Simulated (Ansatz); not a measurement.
A relaxed cell of Ti₅AlN₆ is given with its symmetry left out. The cell was found from a structure generator's guess, not taken from experiment.

Method: Ansatz, DFT PBE, scalar-relativistic, plane waves, PAW. Cutoff 420 eV, Γ-centred mesh, Gaussian smearing, no spin polarisation.

```xyz
12
Lattice="2.9803 0.0000 0.0000 -1.4902 2.5811 0.0000 0.0000 0.0000 14.6936" Properties=species:S:1:pos:R:3 pbc="T T T"
Ti    0.0000    0.0000    0.0000
Ti    1.4902    0.8604    2.4798
Ti    0.0000    1.7207    4.8809
Ti    1.4902    0.8604    9.8127
Ti    0.0000    1.7207   12.2138
Al    0.0000    0.0000    7.3468
N     0.0000    1.7207    1.2298
N     0.0000    0.0000    3.7008
N     1.4902    0.8604    6.2106
N     0.0000    1.7207    8.4829
N     0.0000    0.0000   10.9928
N     1.4902    0.8604   13.4638
```

The zero of energy is the elements' standard structures at the same level (N₂ as a molecule); no fitted shifts are applied.

Problem. Find its symmetry and describe it.

Solution. P-3m1 (No. 164), with Ti and Al ordered on rock salt sites. Conventional cell: a = 2.980 Å, c = 14.694 Å. Around Ti on a site of symmetry -3m lie 6 N at 2.11 Å; Ti on a site of symmetry 3m is surrounded by 6 N at 2.11–2.13 Å; around Al lie 6 N at 2.06 Å, 6 Al at 2.98 Å and 6 Ti at 3.01 Å; around N on its first site lie 6 Ti at 2.11–2.13 Å; 3 more sites not described.

Problem. What is its formation energy per atom?

Solution. −1.60 eV/atom. A negative formation energy is needed for stability but isn't enough: competing phases decide.

Problem. Is it a metal?

Solution. Yes, bands cross the Fermi level on the 12×12×4 mesh.

The last run used a 12×12×4 mesh (in the run's order of axes) for its 12-atom cell and Gaussian smearing of 0.10 eV. A later test with randomly moved atoms came back to the same energy, though modes that don't fit the test's cell weren't probed.
